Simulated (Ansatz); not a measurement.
**Zone-centre phonons of TiSi at -5.6 GPa: input and output**

Level of theory: DFT PBEsol, scalar-relativistic, plane waves, PAW in Ansatz 0.2.0.

Launched with:
```bash
ansatz run input.yaml --threads 1 --pin off --max-ram 1228MiB --backend cpu --events-out ev --progress --plain --runs-dir out
```

Input (bare energies are in eV):
```yaml
crystal:
  lattice:
    - [0.0, 2.5621, 2.5621]
    - [2.5621, 0.0, 2.5621]
    - [2.5621, 2.5621, 0.0]
  atoms:
    - { symbol: Ti, position: [0.0, 0.0, 0.0] }
    - { symbol: Si, position: [0.5, 0.5, 0.5] }
basis:
  ecutwfc: 420
kpoints:
  mp_grid: { grid: [14, 14, 14] }
hamiltonian:
  xc: pbesol
scf:
  occupations: { method: fermi_dirac, width: 0.15 }
output:
  eigenvalues: true
phonons:
  method: dfpt
  eigenvectors: true
```

The end of the output:
```
--- Phonons (Γ-DFPT): 2 representative perturbations + reference, on 244 of 2744 k-points (Σ response iterations 6) ---
  k mesh reduced under 8 symmetry operations, with k and −k counted as one. Each operation leaves every solved perturbation unchanged. A smaller set is not used because it would not reduce the number of displacements ...
  ASR residual: 1.739e-3 → 0.000e0 eV/Å²; symmetrization residual: 3.648e-6 eV/Å²
  ASR residual per site (eV/Å²): 1.74e-3 3.09e-5
  Γ frequencies (cm⁻¹): 0.00 0.00 0.00 378.94 378.94 378.94
  non-analytic LO–TO correction: not included (Born effective charges unavailable; polar crystals: no LO–TO splitting at Γ)
```

The run took 50 s on 1 thread of Arm Neoverse N1 (shared host), peak memory 0.59 GiB.

The cell is the ideal cubic rocksalt prototype; whether it is the stable structure of this composition wasn't checked. In a metal, frequencies and elastic constants depend on the k mesh and the smearing, soft modes and shear constants most.